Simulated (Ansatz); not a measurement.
# Calculated 33S NMR of the central transition for SrLi₂SnS₄

Cell: a measured structure from the Crystallography Open Database (COD) whose atoms were relaxed with PBE, the cell held.

```cif
data_SrLi2SnS4
_symmetry_space_group_name_H-M 'I-42m'
_symmetry_Int_Tables_number 121
_cell_length_a 6.6590
_cell_length_b 6.6590
_cell_length_c 7.9180
_cell_angle_alpha 90.000
_cell_angle_beta 90.000
_cell_angle_gamma 90.000
loop_
_atom_site_label
_atom_site_type_symbol
_atom_site_symmetry_multiplicity
_atom_site_Wyckoff_symbol
_atom_site_fract_x
_atom_site_fract_y
_atom_site_fract_z
Li Li 4 d 0.5000 0.0000 0.2500
Sr Sr 2 b 0.0000 0.0000 0.5000
Sn Sn 2 a 0.0000 0.0000 0.0000
S S 8 i 0.2094 0.2094 0.8255
```

One atom of each set is listed; the run and its k-mesh use a cell of 8 atoms with edges of 6.15, 6.15, 6.15 Å.

The numbers come from a DFT calculation in Ansatz (r2SCAN, plane waves and PAW, scalar-relativistic, 500 eV cutoff, Γ-centred 6×6×6 k-points, Fermi–Dirac smearing 0.02 eV).

33S has I = 3/2 and Q = -69.40 mb (Pyykkö 2018); at 21.1 T its Larmor frequency is ν₀ = 69.0 MHz. Only the quadrupole interaction is simulated: positions count from each site's isotropic chemical shift, and shift anisotropy, dipolar and J coupling are left out.

Problem. Simulate the second-order pattern (static powder, Gaussian broadening 50 kHz) of site S (1 Sn at 2.41 Å, 2 Li at 2.46 Å; also 2 Sr at 3.07–3.25 Å).

Solution. The calculation gives C_Q = -22.5 MHz and η = 0.11, so ν_Q = 11.3 MHz and the centre of gravity lies at -2668 ppm (-184 kHz).

(offset (kHz), height): (-736.5, 1), (-685.9, 24), (-635.3, 66), (-584.6, 88), (-534.0, 100), (-483.4, 73), (-432.8, 60), (-382.1, 54), (-331.5, 49), (-280.9, 47), (-230.3, 45), (-179.6, 44), (-129.0, 43), (-78.4, 43), (-27.8, 42), (22.9, 35), (73.5, 35), (124.1, 38), (174.7, 43), (225.4, 51), (276.0, 72), (326.6, 91), (377.2, 30), (427.8, 1)

At S V_zz points along its one bond to Sn (within 1°).

With ν_Q/ν₀ up to 0.16, terms beyond second order are no longer negligible.

The largest force is 0.3 eV/Å, so the atoms aren't at the calculated equilibrium and relaxing them would move these values. Without spin–orbit coupling (the program notes it for Sn) the gradients are little affected as a rule: paired runs on crystals with a gap mostly move them by under 2 % at such atoms.
